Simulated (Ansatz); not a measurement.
**119Sn Mössbauer parameters in CdS with Sn replacing Cd**

Cell: a supercell of CdS (wurtzite type, P6_3mc) built from a COD entry, with all atoms left at the host's positions.

```xyz
48
Lattice="8.3000 0.0000 0.0000 -6.2250 10.7820 0.0000 0.0000 0.0000 13.4740" Properties=species:S:1:pos:R:3 pbc="T T T"
Sn    0.0000    2.3960    0.0000
Cd    0.0000    2.3960    6.7370
Cd   -2.0750    5.9900    0.0000
Cd   -2.0750    5.9900    6.7370
Cd   -4.1500    9.5840    0.0000
Cd   -4.1500    9.5840    6.7370
Cd    4.1500    2.3960    0.0000
Cd    4.1500    2.3960    6.7370
Cd    2.0750    5.9900    0.0000
Cd    2.0750    5.9900    6.7370
Cd    0.0000    9.5840    0.0000
Cd    0.0000    9.5840    6.7370
Cd    2.0750    1.1980    3.3685
Cd    2.0750    1.1980   10.1055
Cd    0.0000    4.7920    3.3685
Cd    0.0000    4.7920   10.1055
Cd   -2.0750    8.3860    3.3685
Cd   -2.0750    8.3860   10.1055
Cd    6.2250    1.1980    3.3685
Cd    6.2250    1.1980   10.1055
Cd    4.1500    4.7920    3.3685
Cd    4.1500    4.7920   10.1055
Cd    2.0750    8.3860    3.3685
Cd    2.0750    8.3860   10.1055
S     0.0000    2.3960    2.5264
S     0.0000    2.3960    9.2634
S    -2.0750    5.9900    2.5264
S    -2.0750    5.9900    9.2634
S    -4.1500    9.5840    2.5264
S    -4.1500    9.5840    9.2634
S     4.1500    2.3960    2.5264
S     4.1500    2.3960    9.2634
S     2.0750    5.9900    2.5264
S     2.0750    5.9900    9.2634
S     0.0000    9.5840    2.5264
S     0.0000    9.5840    9.2634
S     2.0750    1.1980    5.8949
S     2.0750    1.1980   12.6319
S     0.0000    4.7920    5.8949
S     0.0000    4.7920   12.6319
S    -2.0750    8.3860    5.8949
S    -2.0750    8.3860   12.6319
S     6.2250    1.1980    5.8949
S     6.2250    1.1980   12.6319
S     4.1500    4.7920    5.8949
S     4.1500    4.7920   12.6319
S     2.0750    8.3860    5.8949
S     2.0750    8.3860   12.6319
```

Sites (sets of like atoms) are named by element and the number of their first atom in this list.

Method: Kohn–Sham DFT in Ansatz, PBE, plane waves and PAW, scalar-relativistic, 420 eV cutoff, Γ-centred 3×2×2 k-points, Fermi–Dirac smearing 0.01 eV.

Isomer shifts (against SnO₂) follow from the electron density at the nucleus, δ = α(ρ − ρ₀), with α = 0.099 mm s⁻¹ a₀³ and ρ₀ = 183191.44 a₀⁻³ from a line fitted to 8 measured compounds at this level of theory (rms miss 0.12 mm/s). ΔE_Q = ½eQV_zz(1 + η²/3)^½ with Q = -0.132 b for the 23.9 keV state.

**Question.** What would the 119Sn spectrum's parameters be?

**Answer.** 

```
site  atoms         first shell  ρ − ρ₀ (a₀⁻³)  δ (mm/s)  ΔE_Q (mm/s)     η
  Sn      1  4 S at 2.53–2.54 Å           36.3      3.58         0.02  0.61
```

The shift of Sn is typical of Sn(II).

The run isn't spin-polarised, and a state with spin may lie lower. The defect repeats with the cell of 48 atoms, so it feels its images: sites between two images don't show the values beside a lone defect, and zeros or small values of η there can come from the images' arrangement. The defect cell has no gap above 0.1 eV on its mesh, so the values can hang on the smearing and the k-mesh. Without spin–orbit coupling (the program notes it for Sn) the gradients can shift somewhat, as the gap is small. The neighbours have not yet relaxed around the defect (largest force 1.3 eV/Å), so a real crystal will differ. Shifts outside the range of the fitted compounds (-0.5 to 3.2 mm/s for Sn) are extrapolations.
